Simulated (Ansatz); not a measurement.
Bi2TeSe2 in space group R-3m (No. 166; Bi on 6c, Te on 3a, Se on 6c), LDA (plane waves, PAW; program Ansatz). The conduction-band minimum lies at Γ, with 1 equivalent valley. Second derivatives d²E/dk² of the lowest band at one valley (eV·Å²), along Cartesian directions:

```
direction  d²E/dk²
---------  -------
[100]        96.02
[010]        96.02
[001]        26.46
[110]        96.02
[101]        61.19
[011]        61.10
```

Find the principal effective masses, the density-of-states mass and the conductivity mass.

Off-diagonal terms follow from H_xy = H[110] − (H_xx + H_yy)/2, and m*/mₑ = 7.620 eV·Å² over each eigenvalue: 0.079, 0.079, 0.29. One valley's DOS mass (m₁m₂m₃)^(1/3) = 0.12, conductivity mass 3/(Σ 1/mᵢ) = 0.10 mₑ.

What effective density of states Nc follows at 300 K for parabolic valleys?

Nc = 2.509e19 × 1 × (0.12)^(3/2) ≈ 1.0e18 cm⁻³.

The first step of the workflow began from a Materials Project structure, measured or hypothetical; the Crystallography Open Database files this formula in space group No. 166, but the cells were not matched. Its standing as an ambient phase is unchecked. The LDA relaxation kept the symmetry of its start; its stability against distortions is not shown here. A crystal of weakly bound layers computed without a dispersion correction: the cell and the soft elastic constants depend strongly on that. Spin–orbit coupling is left out wherever it is not named.

Potentials: the later of the program's two PAW sets.

Edges and masses are those of Kohn–Sham bands, whose gap is no quasiparticle gap.
